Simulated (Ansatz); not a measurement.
Geometry optimisation in Ansatz: input, command and trajectory.

```yaml
crystal:
  lattice:
    - [1.6623410188, 0.9597530347, 7.7057938539]
    - [-1.6623410188, 0.9597530347, 7.7057938539]
    - [0.0, -1.9195060693, 7.7057938539]
  atoms:
    - { symbol: Si, position: [0.4, 0.4, 0.4] }
    - { symbol: Si, position: [0.6, 0.6, 0.6] }
    - { symbol: W, position: [0.0, 0.0, 0.0] }
    - { symbol: W, position: [0.2095, 0.2095, 0.2095] }
    - { symbol: W, position: [0.7905, 0.7905, 0.7905] }
basis:
  ecutwfc: 420
kpoints:
  mp_grid: { grid: [6, 6, 6] }
hamiltonian:
  xc: pbe
scf:
  occupations: { method: gaussian, width: 0.1 }
  lower_state_search: "off"
output:
  forces: true
  stress: true
  eigenvalues: true
relax:
  adjacent_minimum: "off"
  f_tol: 0.04
  max_steps: 70
  cell: { stress_tol: 0.4 }
```

```bash
ansatz run input.yaml --threads 1 --pin off --max-ram 2560MiB --backend cpu --events-out ev --progress --plain --runs-dir out
```

Theory: Ansatz, DFT PBE, scalar-relativistic, plane waves, PAW.

Of 20 frames 10 are shown, positions in Å and forces in eV/Å; the SCF threshold varies from step to step. Steps run on the plane waves of an earlier cell, with a Pulay correction in the pressure. The basis is chosen afresh for the last frame, the zero of the energies, and at times for earlier ones too; energy and pressure step there, also at an unchanged geometry. Here that happened at step 15 (-52 meV/atom, 3.9 GPa); the frames before carry an error of that size.

```xyz
5
Lattice="1.6623 0.9598 7.7058 -1.6623 0.9598 7.7058 0.0000 -1.9195 7.7058" Properties=species:S:1:pos:R:3:forces:R:3 pbc="T T T" step=1 free_energy_over_end_meV_per_atom=532.07 pressure_GPa=22.23
Si    0.0000    0.0000    9.2470    0.0000    0.0000   -2.1319
Si    0.0000    0.0000   13.8704    0.0000    0.0000    2.1319
W     0.0000    0.0000    0.0000    0.0000    0.0000    0.0000
W     0.0000    0.0000    4.8431    0.0000    0.0000   -2.1035
W     0.0000    0.0000   18.2743    0.0000    0.0000    2.1035
5
Lattice="1.6529 0.9543 8.4567 -1.6529 0.9543 8.4567 0.0000 -1.9086 8.4567" Properties=species:S:1:pos:R:3:forces:R:3 pbc="T T T" step=3 free_energy_over_end_meV_per_atom=330.92 pressure_GPa=-0.94
Si    0.0000    0.0000   10.0791    0.0000    0.0000   -0.2925
Si    0.0000    0.0000   15.2911    0.0000    0.0000    0.2925
W     0.0000    0.0000    0.0000    0.0000    0.0000    0.0000
W     0.0000    0.0000    5.2358    0.0000    0.0000   -1.6129
W     0.0000    0.0000   20.1344    0.0000    0.0000    1.6129
5
Lattice="1.5711 0.9071 9.1925 -1.5711 0.9071 9.1925 0.0000 -1.8141 9.1925" Properties=species:S:1:pos:R:3:forces:R:3 pbc="T T T" step=5 free_energy_over_end_meV_per_atom=192.85 pressure_GPa=0.76
Si    0.0000    0.0000   10.9533    0.0000    0.0000    0.2866
Si    0.0000    0.0000   16.6242    0.0000    0.0000   -0.2866
W     0.0000    0.0000    0.0000    0.0000    0.0000    0.0000
W     0.0000    0.0000    5.5332    0.0000    0.0000    0.5421
W     0.0000    0.0000   22.0443    0.0000    0.0000   -0.5421
5
Lattice="1.4806 0.8548 9.9416 -1.4806 0.8548 9.9416 0.0000 -1.7096 9.9416" Properties=species:S:1:pos:R:3:forces:R:3 pbc="T T T" step=7 free_energy_over_end_meV_per_atom=98.16 pressure_GPa=0.63
Si    0.0000    0.0000   11.8784    0.0000    0.0000    0.3022
Si    0.0000    0.0000   17.9463    0.0000    0.0000   -0.3022
W     0.0000    0.0000    0.0000    0.0000    0.0000    0.0000
W     0.0000    0.0000    6.0058    0.0000    0.0000    0.4742
W     0.0000    0.0000   23.8189    0.0000    0.0000   -0.4742
5
Lattice="1.4755 0.8519 9.9934 -1.4755 0.8519 9.9934 0.0000 -1.7037 9.9934" Properties=species:S:1:pos:R:3:forces:R:3 pbc="T T T" step=9 free_energy_over_end_meV_per_atom=93.74 pressure_GPa=0.12
Si    0.0000    0.0000   11.9546    0.0000    0.0000    0.0908
Si    0.0000    0.0000   18.0256    0.0000    0.0000   -0.0908
W     0.0000    0.0000    0.0000    0.0000    0.0000    0.0000
W     0.0000    0.0000    6.0599    0.0000    0.0000    0.0752
W     0.0000    0.0000   23.9204    0.0000    0.0000   -0.0752
5
Lattice="1.4454 0.8345 10.3165 -1.4454 0.8345 10.3165 0.0000 -1.6690 10.3165" Properties=species:S:1:pos:R:3:forces:R:3 pbc="T T T" step=12 free_energy_over_end_meV_per_atom=77.96 pressure_GPa=-0.94
Si    0.0000    0.0000   12.3686    0.0000    0.0000    0.0409
Si    0.0000    0.0000   18.5809    0.0000    0.0000   -0.0409
W     0.0000    0.0000    0.0000    0.0000    0.0000    0.0000
W     0.0000    0.0000    6.2744    0.0000    0.0000    0.0355
W     0.0000    0.0000   24.6751    0.0000    0.0000   -0.0355
5
Lattice="1.4421 0.8326 10.3216 -1.4421 0.8326 10.3216 0.0000 -1.6652 10.3216" Properties=species:S:1:pos:R:3:forces:R:3 pbc="T T T" step=14 free_energy_over_end_meV_per_atom=77.70 pressure_GPa=-0.03
Si    0.0000    0.0000   12.3765    0.0000    0.0000    0.0029
Si    0.0000    0.0000   18.5884    0.0000    0.0000   -0.0029
W     0.0000    0.0000    0.0000    0.0000    0.0000    0.0000
W     0.0000    0.0000    6.2790    0.0000    0.0000   -0.0048
W     0.0000    0.0000   24.6859    0.0000    0.0000    0.0048
5
Lattice="1.4314 0.8264 10.5492 -1.4314 0.8264 10.5492 0.0000 -1.6529 10.5492" Properties=species:S:1:pos:R:3:forces:R:3 pbc="T T T" step=16 free_energy_over_end_meV_per_atom=9.17 pressure_GPa=1.55
Si    0.0000    0.0000   12.6504    0.0000    0.0000   -0.0536
Si    0.0000    0.0000   18.9971    0.0000    0.0000    0.0536
W     0.0000    0.0000    0.0000    0.0000    0.0000    0.0000
W     0.0000    0.0000    6.4223    0.0000    0.0000   -0.0310
W     0.0000    0.0000   25.2253    0.0000    0.0000    0.0310
5
Lattice="1.4143 0.8165 10.8634 -1.4143 0.8165 10.8634 0.0000 -1.6331 10.8634" Properties=species:S:1:pos:R:3:forces:R:3 pbc="T T T" step=18 free_energy_over_end_meV_per_atom=0.19 pressure_GPa=-0.10
Si    0.0000    0.0000   13.0153    0.0000    0.0000   -0.0162
Si    0.0000    0.0000   19.5750    0.0000    0.0000    0.0162
W     0.0000    0.0000    0.0000    0.0000    0.0000    0.0000
W     0.0000    0.0000    6.6163    0.0000    0.0000    0.0550
W     0.0000    0.0000   25.9740    0.0000    0.0000   -0.0550
5
Lattice="1.4133 0.8160 10.8747 -1.4133 0.8160 10.8747 0.0000 -1.6319 10.8747" Properties=species:S:1:pos:R:3:forces:R:3 pbc="T T T" step=20 free_energy_over_end_meV_per_atom=0.00 pressure_GPa=-0.05
Si    0.0000    0.0000   13.0239    0.0000    0.0000   -0.0046
Si    0.0000    0.0000   19.6003    0.0000    0.0000    0.0046
W     0.0000    0.0000    0.0000    0.0000    0.0000    0.0000
W     0.0000    0.0000    6.6273    0.0000    0.0000   -0.0164
W     0.0000    0.0000   25.9968    0.0000    0.0000    0.0164
```

The start puts this composition into another compound's structure type, which needn't suit it. At the end the space group is R-3m (tolerance 0.05 Å).

Time: 87 s on 1 thread of Arm Neoverse V2, on a shared host, peak memory 0.36 GiB.

The k mesh is coarse. Spin–orbit coupling is left out, which can shift energies with elements as heavy as these.